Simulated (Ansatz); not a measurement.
One stationary structure of CdTe. Space group P6₃mc (No. 186), AFLOW prototype AB_hP12_186_a2b_a2b (B6, as in SiC). These are r2SCAN (plane waves to 500 eV, PAW, scalar-relativistic; Ansatz, a first-principles code) values and carry that method's errors.

```cif
data_Cd6Te6
_chemical_formula_sum 'Cd6 Te6'
_space_group_name_H-M_alt 'P 1'
_space_group_IT_number 1
_cell_length_a 4.63543
_cell_length_b 4.63543
_cell_length_c 22.73821
_cell_angle_alpha 90.000
_cell_angle_beta 90.000
_cell_angle_gamma 120.000
loop_
_space_group_symop_operation_xyz
  'x, y, z'
loop_
_atom_site_label
_atom_site_type_symbol
_atom_site_fract_x
_atom_site_fract_y
_atom_site_fract_z
_atom_site_occupancy
Cd1 Cd 0.00000 0.00000 0.99977 1
Cd2 Cd 0.00000 0.00000 0.49977 1
Cd3 Cd 0.66667 0.33333 0.83299 1
Cd4 Cd 0.33333 0.66667 0.33299 1
Cd5 Cd 0.66667 0.33333 0.16649 1
Cd6 Cd 0.33333 0.66667 0.66649 1
Te1 Te 0.00000 0.00000 0.87468 1
Te2 Te 0.00000 0.00000 0.37468 1
Te3 Te 0.66667 0.33333 0.70814 1
Te4 Te 0.33333 0.66667 0.20814 1
Te5 Te 0.66667 0.33333 0.04162 1
Te6 Te 0.33333 0.66667 0.54162 1
```

For CdTe, the volume per atom comes out as 35.26 Å³. The band gap is 1.18 eV, direct at Γ (no spin-orbit coupling), the shortest distances is Cd–Te 2.84 Å and the k-mesh is 7×7×2.

Band energies at high-symmetry points (eV from the VBM; labels of this space group; no spin-orbit coupling), from −5 eV up to 5.5 eV:

| point | energies |
|---|---|
| Γ | -4.28 -3.47 -3.46 -1.65 -1.63 -0.74 -0.74 -0.58 -0.58 -0.58 -0.58 -0.22 -0.22 -0.21 -0.21 -0.02 0.00 0.00 1.18 2.14 2.19 2.23 2.30 2.35 5.04 5.04 5.07 5.11 5.12 5.25 5.25 5.41 5.41 |
| M | -4.29 -4.21 -4.14 -4.08 -3.96 -3.82 -2.25 -2.13 -1.78 -1.70 -1.59 -1.56 -1.56 -1.26 -1.04 -1.04 -0.91 -0.74 2.38 2.64 2.86 3.01 3.10 3.20 3.42 3.87 4.53 5.07 5.10 |
| K | -4.07 -4.07 -4.02 -3.99 -3.92 -3.92 -2.67 -2.67 -2.51 -2.29 -2.09 -2.09 -1.64 -1.64 -1.53 -1.26 -1.22 -1.22 3.39 3.39 3.39 4.00 4.13 4.13 4.63 4.63 4.97 5.41 |
| A | -4.06 -4.06 -2.62 -2.62 -0.70 -0.70 -0.70 -0.70 -0.65 -0.65 -0.40 -0.40 -0.40 -0.40 -0.06 -0.06 -0.06 -0.06 1.69 1.69 2.18 2.18 2.40 2.40 5.02 5.02 5.12 5.12 5.12 5.12 5.52 5.52 5.52 5.52 |
| L | -4.27 -4.27 -4.07 -4.07 -3.91 -3.91 -2.14 -2.14 -1.75 -1.75 -1.73 -1.73 -1.31 -1.31 -1.02 -1.02 -0.82 -0.82 2.44 2.44 2.92 2.92 3.25 3.25 3.64 3.64 4.66 4.66 5.40 5.40 |
| H | -4.07 -4.07 -4.01 -4.01 -3.93 -3.93 -2.65 -2.65 -2.41 -2.41 -2.14 -2.14 -1.55 -1.55 -1.38 -1.38 -1.27 -1.27 3.54 3.54 3.64 3.64 3.82 3.82 4.82 4.82 5.27 5.27 |

No spin polarisation in the result. Without spin-orbit coupling the bands of the heavy element are not split, so the gap can be far off.

The run could not lose the symmetry of its start.

The first start was generated by placing the elements on the sites of a structure type. Materials Project lists a structure of CdTe in the same space group, P6₃mc (No. 186); the sites were not compared with it, nor with measured phases. Known forms of CdTe include space group No. 216.
